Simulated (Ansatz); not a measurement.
LaPd:
```xyz
4
Lattice="1.9889 -5.5495 0.0000 1.9889 5.5495 0.0000 0.0000 0.0000 4.6452" Properties=species:S:1:pos:R:3 pbc="T T T"
La     1.9889    -4.0576     3.4839
La     1.9889     4.0576     1.1613
Pd     1.9889    -0.9772     3.4839
Pd     1.9889     0.9772     1.1613
```

Relaxed with r²SCAN. Special points in fractions of this cell's reciprocal vectors: Γ (0.000, 0.000, 0.000); Y (-0.500, 0.500, 0.000); C0 (-0.282, 0.718, 0.000); Σ0 (0.282, 0.282, 0.000); Z (0.000, 0.000, 0.500); A0 (0.282, 0.282, 0.500); E0 (-0.282, 0.718, 0.500); T (-0.500, 0.500, 0.500); S (0.000, 0.500, 0.000); R (0.000, 0.500, 0.500).

List the band energies nearest the Fermi level at these points for r²SCAN (plane waves, PAW; program Ansatz).

In eV from the Fermi level; about four levels below and three above (degenerate sets whole), none deeper than 8.9 eV; points with the same levels are listed once.

```tsv
k	below	above
Γ	-2.92 -2.87 -2.52 -2.10	0.90 1.26 1.39
Y	-2.96 -2.69 -2.61 -2.30	0.29 0.90 1.00
C0	-0.92 -0.91 -0.67 -0.05	0.83 1.70 1.72
Z	-2.94 -2.94 -2.07 -2.07	0.03 0.03 0.98 0.98
A0	-2.77 -2.77 -1.89 -1.89	0.14 0.14 1.13 1.13
T	-2.28 -2.28 -0.49 -0.49	1.56 1.56 1.57 1.57
S	-2.14 -1.64 -0.77 -0.56	0.36 0.43 1.24
R	-2.69 -2.69 -1.99 -1.99	0.70 0.70 0.87 0.87
```

Space group Cmcm. The first step of the workflow began from a Materials Project structure, measured or hypothetical; the Crystallography Open Database copy checked does not list it. Whether it is the stable phase at ambient conditions was not checked. The r²SCAN relaxation kept the symmetry of its start; whether a distortion lowers the energy is not shown. The run is not spin-polarised. Spin–orbit coupling is left out wherever it is not named.

Potentials: the later of the program's two PAW sets.
